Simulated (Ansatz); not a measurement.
Mg$_{2}$Sn in space group Cmcm (No. 63; Mg on 4c, Mg on 4c, Sn on 4c), DFT-PBE in the program Ansatz with PAW potentials, all energies at zero smearing, with the estimated change up to a 700 eV cutoff added, with one set of potentials and settings (totals compare only within such a set). Cell of 6 atoms (4 Mg, 2 Sn): -19744.360 eV.

| element | reference phase | E (eV/atom) |
|---|---|---|
| Mg | P6_3/mmc, 2 atoms in the cell | -1923.8026 |
| Sn | Fd-3m, 2 atoms in the cell | -6024.2128 |

Formation energy per atom, worked out: (-19744.360 − 4×(-1923.8026) − 2×(-6024.2128))/6 = -0.121 eV/atom (-12 kJ per mol of atoms), at 0 K, without zero-point energy or fitted corrections.

The first step of the workflow began from a Materials Project structure, measured or hypothetical; the Crystallography Open Database copy checked does not list it. COD files the formula under space group No. 225, 227, so this cell is another polymorph or a model. With Mg and Sn taken as one species the cell has the higher symmetry Cmcm, so it may be an ordered model of a mixed-site phase. Its standing as an ambient phase is unchecked. The PBE relaxation kept the symmetry of its start; of distortions, only those at the zone centre were tested. The references are the lowest solids computed at this level, not always the standard phases. Spin–orbit coupling is left out wherever it is not named.

Potentials: the later of the program's two PAW sets.
